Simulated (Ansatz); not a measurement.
Nb2GaC:
```xyz
8
Lattice="3.1385 0.0000 0.0000 -1.5693 2.7180 0.0000 0.0000 0.0000 13.5497" Properties=species:S:1:pos:R:3 pbc="T T T"
Nb     1.5693     0.9060    12.3287
Nb     0.0000     1.8120     1.2210
Nb     0.0000     1.8120     5.5539
Nb     1.5693     0.9060     7.9958
Ga     1.5693     0.9060     3.3874
Ga     0.0000     1.8120    10.1622
C      0.0000     0.0000     0.0000
C      0.0000     0.0000     6.7748
```

Relaxed with r²SCAN. Special points in fractions of this cell's reciprocal vectors: Γ (0.000, 0.000, 0.000); M (0.500, 0.000, 0.000); K (0.333, 0.333, 0.000); A (0.000, 0.000, 0.500); L (0.500, 0.000, 0.500); H (0.333, 0.333, 0.500).

Question: List the band energies nearest the Fermi level at these points for the program Ansatz at the r²SCAN with spin–orbit coupling level (PAW).

Answer: In eV from the Fermi level; about four levels below and three above (degenerate sets whole), none deeper than 8.9 eV; points with the same levels are listed once.

```
k                    below                above
-  -----------------------  -------------------
Γ  -0.40 -0.40 -0.36 -0.36  0.88 0.88 0.93 0.93
M  -1.79 -1.79 -1.66 -1.66  1.23 1.23 1.71 1.71
K  -1.34 -1.34 -0.02 -0.02  0.72 0.72 0.80 0.80
A  -0.38 -0.38 -0.38 -0.38  0.97 0.97 0.97 0.97
L  -1.72 -1.72 -1.72 -1.72  1.55 1.55 1.55 1.55
H  -0.74 -0.74 -0.69 -0.69  0.65 0.65 0.72 0.72
```

Space group P6_3/mmc. The first step of the workflow began from a Materials Project structure, measured or hypothetical; the Crystallography Open Database copy checked does not list it. Its standing as an ambient phase is unchecked. Symmetry was held in the r²SCAN relaxation; of distortions, only those at the zone centre were tested. No spin polarisation was allowed.

Potentials: the later of the program's two PAW sets.
